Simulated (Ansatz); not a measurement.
Cu Kα1 powder pattern (kinematic, no thermal factors).
2θ (°) (relative intensity): 23.31 (61, 1 1 0), 33.20 (100, 2 0 0), 40.96 (29, 2 1 1), 47.66 (70, 2 2 0), 53.71 (13, 3 1 0), 59.32 (24, 2 2 2), 64.62 (15, 3 2 1), 69.70 (11, 4 0 0), 74.61 (7, 4 1 1), 79.41 (31, 4 2 0), 84.14 (4, 3 3 2), 88.83 (24, 4 2 2)

The pattern is computed from a structure relaxed with DFT PBE, scalar-relativistic, plane waves, PAW in Ansatz. No spin polarisation. Its elements are Si, Zr.

Problem. Give the structure.

Solution. ZrSi₃.
Space group Im-3m (No. 229). a = 5.392 Å, b = 5.392 Å, c = 5.392 Å, α = 90.00°, β = 90.00°, γ = 90.00°
```csv
atom,site,symmetry,x,y,z
Zr,2a,m-3m,0.0000,0.0000,0.0000
Si,6b,4/mm.m,0.5000,0.0000,0.0000
```

A pattern alone doesn't exclude other cells with like lines; this is the one computed.

Another cell of ZrSi3 relaxed alike, in Fm-3m, lies 68 meV/atom lower, so this cell isn't the stable form at this level.

It was reached by relaxing an invented guess, and it needn't be the stable form of this composition.
